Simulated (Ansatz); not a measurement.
An Ansatz (a program for electronic structure) run. Input:

Ansatz 0.2 input:
```yaml
crystal:
  lattice:
    - [4.2951760522, 0.0, 0.0]
    - [0.0, 4.9403658864, 0.0]
    - [0.0, 0.0, 8.5649686092]
  atoms:
    - { symbol: Te, position: [0.3627827721, 0.0282773087, 0.6015857664] }
    - { symbol: Te, position: [0.1372172279, 0.9717226913, 0.1015857664] }
    - { symbol: Te, position: [0.8627827721, 0.4717226913, 0.3984142336] }
    - { symbol: Te, position: [0.6372172279, 0.5282773087, 0.8984142336] }
    - { symbol: O, position: [0.7780132549, 0.1404633082, 0.5400566176] }
    - { symbol: O, position: [0.7219867451, 0.8595366918, 0.0400566176] }
    - { symbol: O, position: [0.2780132549, 0.3595366918, 0.4599433824] }
    - { symbol: O, position: [0.2219867451, 0.6404633082, 0.9599433824] }
    - { symbol: O, position: [0.1805520594, 0.7709852222, 0.2852803333] }
    - { symbol: O, position: [0.3194479406, 0.2290147778, 0.7852803333] }
    - { symbol: O, position: [0.6805520594, 0.7290147778, 0.7147196667] }
    - { symbol: O, position: [0.8194479406, 0.2709852222, 0.2147196667] }
kpoints:
  mp_grid: { grid: [5, 5, 3] }
  band_path:
    path:
      - [[0.0, 0.0, 0.0], [0.5, 0.0, 0.0], [0.5, 0.5, 0.0], [0.0, 0.5, 0.0], [0.0, 0.0, 0.0], [0.0, 0.0, 0.5], [0.5, 0.0, 0.5], [0.5, 0.5, 0.5], [0.0, 0.5, 0.5], [0.0, 0.0, 0.5]]  # Γ-X-S-Y-Γ-Z-U-R-T-Z
      - [[0.5, 0.0, 0.0], [0.5, 0.0, 0.5]]  # X-U
      - [[0.0, 0.5, 0.0], [0.0, 0.5, 0.5]]  # Y-T
      - [[0.5, 0.5, 0.0], [0.5, 0.5, 0.5]]  # S-R
      - [VBM, CBM]
    npoints: 6
basis: { xc_grid: 2 }
hamiltonian:
  xc: pbesol
  pseudopotentials: { azcp: { folder: ./paw }, kind: paw_fr }
magnetization: { noncollinear: true, spin_orbit: true }
scf:
  n_extra_bands: 24
  convergence: { dr2_threshold: 0.0000000001 }
  occupations: { method: gaussian, width: 0.01 }
checkpoint: { write: soc.run }
output: { eigenvalues: true }
```

Output (shortened):

```
Pseudopotential: Te, paw, valence charge 16
Pseudopotential: O, paw, valence charge 6
Functional definition: PBEsol
non-collinear run that drives no moment, with spin-orbit …
Crystal: 12 atoms, lattice volume = 181.746 Å³
Basis set: ecut = 420 eV, 3511 PW (Γ), exchange–correlation on 60×72×120 points (8 copies of the dense FFT grid, shifted against one another)
Bands: 136, of which v1, the nominal top of the filled ones, is band 112 counted from 1 (111 counted from 0)
Symmetry: 4 space group operations + 4 with time reversal
k-points: 18 of 75 (time reversal used)
Projection manifold: j_resolved (fully-relativistic pseudo-atomic orbitals)
SCF iter   1: F=—  HF=-32096.758881 eV  |F-HF|=—  |Δ(HF+E_count)|=         —  Δρ=6.15e-2  dr2=5.29e0  dr2_m=0.00e0 (ungated)  ethr=3.10e-3  |M|=0.00e0 ∫|m|=0.00e0 μB  |m|>n=0.0e0 m-floor=0.0e0 τ_xc=0.0e0  β_m=0.30  ⟨swp⟩=6.8  Hψ=11699  notcnv=0  defer=34
preconditioner: auto → Resta (q_TF=auto, 2.517 Å⁻¹)
spin=Noncollinear: Resta preconditioning applied to the charge; magnetization (m_x, m_y, m_z) channels mix plain (no charge-response kernel on spin).
SCF iter   2: F=—  HF=-32096.024783 eV  |F-HF|=—  |Δ(HF+E_count)|=   7.34e-1  Δρ=4.02e-2  dr2=1.87e0  dr2_m=0.00e0 (ungated)  ethr=3.10e-3  |M|=0.00e0 ∫|m|=0.00e0 μB  |m|>n=0.0e0 m-floor=0.0e0 τ_xc=0.0e0  β_m=0.50  ⟨swp⟩=2.0  Hψ=2938  notcnv=0  defer=320
SCF iter   3: F=—  HF=-32095.767522 eV  |F-HF|=—  |Δ(HF+E_count)|=   2.57e-1  Δρ=1.28e-2  dr2=1.78e-1  dr2_m=0.00e0 (ungated)  ethr=1.67e-3  |M|=0.00e0 ∫|m|=0.00e0 μB  |m|>n=0.0e0 m-floor=0.0e0 τ_xc=0.0e0  β_m=0.61  ⟨swp⟩=3.0  Hψ=4256  notcnv=0  defer=320
SCF iter   4: F=—  HF=-32095.775212 eV  |F-HF|=—  |Δ(HF+E_count)|=   7.69e-3  Δρ=2.96e-3  dr2=1.21e-2  dr2_m=0.00e0 (ungated)  ethr=1.58e-4  |M|=0.00e0 ∫|m|=0.00e0 μB  |m|>n=0.0e0 m-floor=0.0e0 τ_xc=0.0e0  β_m=0.71  ⟨swp⟩=3.0  Hψ=4112  notcnv=0  defer=320
SCF iter   5: F=—  HF=-32095.779803 eV  |F-HF|=—  |Δ(HF+E_count)|=   4.59e-3  Δρ=2.14e-3  dr2=6.97e-3  dr2_m=0.00e0 (ungated)  ethr=1.08e-5  |M|=0.00e0 ∫|m|=0.00e0 μB  |m|>n=0.0e0 m-floor=0.0e0 τ_xc=0.0e0  β_m=0.60  ⟨swp⟩=3.0  Hψ=3632  notcnv=0  defer=320
SCF iter   6: F=—  HF=-32095.779146 eV  |F-HF|=—  |Δ(HF+E_count)|=   6.56e-4  Δρ=4.86e-4  dr2=3.78e-4  dr2_m=0.00e0 (ungated)  ethr=6.22e-6  |M|=0.00e0 ∫|m|=0.00e0 μB  |m|>n=0.0e0 m-floor=0.0e0 τ_xc=0.0e0  β_m=0.80  ⟨swp⟩=2.0  Hψ=3199  notcnv=0  defer=320
SCF iter   7: F=—  HF=-32095.779599 eV  |F-HF|=—  |Δ(HF+E_count)|=   4.52e-4  Δρ=1.36e-4  dr2=3.76e-5  dr2_m=0.00e0 (ungated)  ethr=3.37e-7  |M|=0.00e0 ∫|m|=0.00e0 μB  |m|>n=0.0e0 m-floor=0.0e0 τ_xc=0.0e0  β_m=0.86  ⟨swp⟩=2.0  Hψ=3634  notcnv=0  defer=320
SCF iter   8: F=—  HF=-32095.779618 eV  |F-HF|=—  |Δ(HF+E_count)|=   1.92e-5  Δρ=3.06e-5  dr2=2.43e-6  dr2_m=0.00e0 (ungated)  ethr=3.36e-8  |M|=0.00e0 ∫|m|=0.00e0 μB  |m|>n=0.0e0 m-floor=0.0e0 τ_xc=0.0e0  β_m=0.93  ⟨swp⟩=2.5  Hψ=3736  notcnv=0  defer=320
SCF iter  13: F=-32095.779603 eV  HF=-32095.779603 eV  |F-HF|=3.64e-11  |Δ(HF+E_count)|=  5.09e-11  Δρ=1.42e-7  dr2=3.60e-11  dr2_m=0.00e0 (ungated)  ethr=1.00e-12  |M|=0.00e0 ∫|m|=0.00e0 μB  |m|>n=0.0e0 m-floor=0.0e0 τ_xc=0.0e0  ⟨swp⟩=11.1  Hψ=10536  notcnv=0…
SCF 1 converged in 13 iterations: F = -32095.779603 eV  dr2 = 3.60e-11
NSCF: frozen V_eff on 64 k-points
NSCF: frozen V_eff on 64 k-points
NSCF: frozen V_eff on 64 k-points
NSCF: frozen V_eff on 64 k-points
NSCF: frozen V_eff on 1 k-points
NSCF: frozen V_eff on 18 k-points
NSCF: frozen V_eff on 18 k-points
NSCF: frozen V_eff on 20 k-points
NSCF: frozen V_eff on 16 k-points
NSCF: frozen V_eff on 28 k-points
NSCF: frozen V_eff on 8 k-points
NSCF: frozen V_eff on 17 k-points
NSCF: frozen V_eff on 5 k-points
NSCF: frozen V_eff on 17 k-points
NSCF: frozen V_eff on 5 k-points
NSCF: frozen V_eff on 83 k-points
SCF converged after 13 iterations
Magnetization: |M| = 0.0000 μB,  M = (+0.0000, +0.0000, +0.0000) μB
Absolute magnetization: 0.0000 μB (∫|m|)
  site 0: m = (+0.0000, +0.0000, +0.0000) μB, |m| = 0.0000 μB  (R = 0.77 Å)
  site 1: m = (+0.0000, +0.0000, +0.0000) μB, |m| = 0.0000 μB  (R = 0.77 Å)
  site 2: m = (+0.0000, +0.0000, +0.0000) μB, |m| = 0.0000 μB  (R = 0.77 Å)
  site 3: m = (+0.0000, +0.0000, +0.0000) μB, |m| = 0.0000 μB  (R = 0.77 Å)
  site 4: m = (+0.0000, +0.0000, +0.0000) μB, |m| = 0.0000 μB  (R = 0.80 Å)
  site 5: m = (+0.0000, +0.0000, +0.0000) μB, |m| = 0.0000 μB  (R = 0.80 Å)
  site 6: m = (+0.0000, +0.0000, +0.0000) μB, |m| = 0.0000 μB  (R = 0.80 Å)
  site 7: m = (+0.0000, +0.0000, +0.0000) μB, |m| = 0.0000 μB  (R = 0.80 Å)
  site 8: m = (+0.0000, +0.0000, +0.0000) μB, |m| = 0.0000 μB  (R = 0.77 Å)
  site 9: m = (+0.0000, +0.0000, +0.0000) μB, |m| = 0.0000 μB  (R = 0.77 Å)
  site 10: m = (+0.0000, +0.0000, +0.0000) μB, |m| = 0.0000 μB  (R = 0.77 Å)
  site 11: m = (+0.0000, +0.0000, +0.0000) μB, |m| = 0.0000 μB  (R = 0.77 Å)
Free energy (F): -32095.779603 eV
Harris-Foulkes:  -32095.779603 eV  (|F-HF|=3.64e-11)
Internal energy: -32095.779603 eV  (E = F + TS)
E sigma→0 (E₀):  -32095.779603 eV
Fermi energy:    8.970298 eV
--- Per-component energies (eV) ---
  E_band       = -1140.882012
  E_kinetic    = 2038.087609
  E_local      = -9495.901111  (includes V_loc(G=0)·N_el)
  E_nonlocal   = 683.950091
  E_hartree    = 4332.827100
  E_xc         = -1055.437272
  E_vxc        = -1137.519095  (∫ρ·V_xc dr)
  E_paw        = -19621.685527  (= ΣΔE_a)
  E_vpaw       = -1895.159941  (= ΣTr[D̂ρ^β])
  E_aug_tail   = 0.006378  (compensation charges beyond the density's cutoff)
  E_ewald      = -8979.422351
  E_core_change = 1.795481  (= ΣΔE_core)
  E_smearing   =  0.000000  (= −TS)
  E_closure    =  0.000000  (closes the sum)
  Σ components = -32095.779603   (vs F -32095.779603, Δ=0.00e0)
  [band-id]    e_kinetic+e_local+e_nonlocal+2·e_hartree+e_vxc+e_vpaw+e_augmentation_tail = -1140.881870   (vs E_band -1140.882012, Δ=1.42e-4)
--- Band table (eV; the first three rows and the last of 18) ---
  k-point 0: bands = ["-30.5244", "-30.5244", "-30.5235", "-30.5235", "-30.5185", "-30.5185", "-30.5171", "-30.5171", "-30.4203", "-30.4203", "-30.4178", "-30.4178", "-30.4155", "-30.4155", "-30.4131", "-30.4131", "-29.0822", "-29.0822", "-29.0795", …
  k-point 1: bands = ["-30.5247", "-30.5244", "-30.5236", "-30.5230", "-30.5189", "-30.5180", "-30.5174", "-30.5168", "-30.4199", "-30.4198", "-30.4188", "-30.4186", "-30.4147", "-30.4146", "-30.4136", "-30.4135", "-29.0819", "-29.0815", "-29.0806", …
  k-point 2: bands = ["-30.5249", "-30.5242", "-30.5237", "-30.5229", "-30.5190", "-30.5178", "-30.5177", "-30.5166", "-30.4204", "-30.4194", "-30.4186", "-30.4171", "-30.4162", "-30.4147", "-30.4139", "-30.4130", "-29.0823", "-29.0817", "-29.0802", …
  k-point 17: bands = ["-30.5230", "-30.5228", "-30.5210", "-30.5207", "-30.5202", "-30.5200", "-30.5181", "-30.5179", "-30.4186", "-30.4183", "-30.4169", "-30.4164", "-30.4161", "-30.4157", "-30.4142", "-30.4140", "-29.0787", "-29.0782", "-29.0767", …
```

Cost: around 22 core-minutes (rough) on shared cores.

Space group P2_12_12_1. The workflow started from a Materials Project entry (that database holds measured and hypothetical structures alike); the Crystallography Open Database files this formula in space group No. 19, but the cells were not matched. Whether it is the stable phase at ambient conditions was not checked. The PBEsol relaxation kept the symmetry of its start; its stability against distortions is not shown here.

Potentials: the earlier of the program's two PAW sets.

Ansatz is a plane-wave DFT program.
